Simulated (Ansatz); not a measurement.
Trial structures of Tb4S: starts and ends

Method: DFT PBE, scalar-relativistic, plane waves, PAW, and for the lanthanide a 4f-in-core norm-conserving potential (Ansatz 0.2.0). All cells share a 690 eV cutoff and Γ-centred k meshes spaced at most about 0.3 Å⁻¹ (about 0.25 or finer for metals, 2π included). No spin polarisation in the final relaxations.

Each guess was relaxed in cell and atoms at zero pressure, within the symmetry of its start. All energies are static (0 K, no zero-point motion). Coordination counts Tb atoms around S (those within 1.25 times the shortest such distance or 1.15 times the sum of covalent radii, 1.27 where that leaves under three; a plus sign parts nearer from farther groups; the shortest distance is added where it exceeds 1.18 times the sum of covalent radii).

```
guess    made from  start group  V start (Å³/atom)  end group  V end (Å³/atom)  coordination at the end  gap on mesh (eV)  E over the lowest end (meV/atom)
    1   Hg4Pt type        Im-3m               25.8      Im-3m             28.7                      S 8                 0                               405
    2    SnI4 type        P-43m               28.0      P-43m             33.6                      S 4                 0                               331
    3  random cell        Pm-3m               30.9      Pm-3m             34.3        S 12+8 from 3.9 Å                 0                              1482
    4  random cell        Pm-3m               24.6      Pm-3m             30.0                      S 6                 0                                 0
    5  random cell       I4/mmm               28.8          ?                ?                        ?                 ?                                 ?
    6  random cell        F-43m               27.5      F-43m             36.7          S 12 from 3.7 Å                 0                              1386
```

Guess 5 as it starts:

Space group I4/mmm (No. 139). a = 7.167 Å, b = 7.167 Å, c = 5.603 Å, α = 90.00°, β = 90.00°, γ = 90.00°
```csv
atom,site,symmetry,x,y,z
Tb,8h,m.2m,0.7710,0.7710,0.0000
S,2b,4/mmm,0.0000,0.0000,0.5000
```

Question: Predict the end of this guess and its energy over the lowest end.

Answer: It ends in space group I4/mmm (No. 139), with a = 7.168 Å, c = 6.616 Å, 34.0 Å³/atom and no gap. It lies 0.77 eV/atom over the lowest end, above guess 1 and below guess 6. Counting Tb atoms around S, this end has S 4 and the lowest (guess 4) has S 6.

Space group I4/mmm (No. 139). a = 7.168 Å, b = 7.168 Å, c = 6.616 Å, α = 90.00°, β = 90.00°, γ = 90.00°
```csv
atom,site,symmetry,x,y,z
Tb,8h,m.2m,0.2549,0.2549,0.5000
S,2b,4/mmm,0.0000,0.0000,0.5000
```

The zero of energy is the elements' standard structures at the same level; no fitted shifts are applied.

Question: Is the lowest end bound against the elements?

Answer: Yes: its formation energy is −0.65 eV/atom. Whether it is stable depends on the other phases of the system, which aren't compared here.

The reference form of S is held partly by dispersion forces, which this level lacks. Cells relaxed within their symmetry can be saddle points. A lower structure may well exist outside this small set. Some candidate types were left out of the draw beforehand, so a known form may be missing.

The lanthanide is trivalent by construction, without f bands, f moments or other valences. The reference runs of the other elements, and any phases without the lanthanide, used 420 eV, which shifts energies against them by under 10 meV/atom. The lanthanide's reference is the lowest of its hcp, dhcp and fcc cells.
